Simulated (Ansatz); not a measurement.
Ir₃W (Cu3Au type, Pm-3m) under volume change, PBEsol (plane waves, PAW; program Ansatz), scaled uniformly.

```tsv
V (Å³/atom)	E − E(relaxed) (meV/atom)	P (GPa)
13.042	165.6	45.02
13.472	69.2	27.36
13.902	16.3	12.50
14.332	0.0	0.00
14.762	14.5	-10.50
15.192	54.8	-19.30
15.622	116.8	-26.67
```

### Question
What does a third-order Birch–Murnaghan fit give for V₀, B₀ and B′?

### Answer
V₀ = 14.33 Å³/atom, B₀ = 381 GPa, B′ = 4.8.

The cell is a constructed one: a structure type filled with these elements; neither database checked (COD, Materials Project) lists it. COD files the formula under space group No. 194. Whether it is the stable phase at ambient conditions was not checked. Symmetry was held in the PBEsol relaxation; its stability against distortions is not shown here. No spin polarisation was allowed. Spin–orbit coupling is left out wherever it is not named.

Potentials: the earlier of the program's two PAW sets. The files were generated under PBE; for other functionals the program regenerates the frozen cores, and for LDA and PBEsol the local potential too.
